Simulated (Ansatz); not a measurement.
TaAl:
```
CELL_PARAMETERS angstrom
      2.82191     0.00000     0.00000
      0.00000     2.82191     0.00000
      0.00000     0.00000     4.15897
ATOMIC_POSITIONS crystal
  Ta 0.00000 0.00000 0.00000
  Al 0.50000 0.50000 0.50000
```

This is the r²SCAN-relaxed structure.

Q: All from r²SCAN (plane waves, PAW; program Ansatz), unless another level is named. Estimate the density of states at the Fermi level.

A: 0.31 states/eV per atom (mean over ±0.08 eV).

Q: Give the formation energy from the elements (no fitted shifts).

A: -0.28 eV/atom.

Space group P4/mmm (L1₀ or tetragonal B2). The start of the workflow was typed in or built on a structure type; neither database checked (COD, Materials Project) lists it. Its standing as an ambient phase is unchecked. The cell was relaxed with r²SCAN under the symmetry of its start; whether a distortion lowers the energy is not shown. No spin polarisation was allowed. The references are the lowest solids computed at this level, not always the standard phases. Spin–orbit coupling is left out wherever it is not named.

Potentials: the later of the program's two PAW sets.
